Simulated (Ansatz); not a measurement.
Input:

Ag:
```cif
data_Ag
_chemical_formula_sum 'Ag1'
_space_group_name_H-M_alt 'P 1'
_space_group_IT_number 1
_cell_length_a 2.83016
_cell_length_b 2.83016
_cell_length_c 2.83016
_cell_angle_alpha 60.000
_cell_angle_beta 60.000
_cell_angle_gamma 60.000
loop_
_space_group_symop_operation_xyz
  'x, y, z'
loop_
_atom_site_label
_atom_site_type_symbol
_atom_site_fract_x
_atom_site_fract_y
_atom_site_fract_z
_atom_site_occupancy
Ag1 Ag 0.00000 0.00000 0.00000 1
```

This is the LDA-relaxed structure.

**Question.** All from LDA in the plane-wave PAW code Ansatz, unless another level is named. Give the Debye temperature from the elastic constants.

**Answer.** 250 K.

**Question.** Give the vibrational entropy at 300 K.

**Answer.** 40.3 J/(K·mol of atoms).

Space group Fm-3m (fcc (Cu type)). The cell keeps a stress of up to 0.2 GPa. Symmetry was held in the LDA relaxation; phonons on a q-mesh show no instability. No spin polarisation was allowed. As this level gives no gap, shear constants depend on the k-mesh and smearing (Fermi–Dirac, 0.1 eV here).

Potentials: the earlier of the program's two PAW sets.
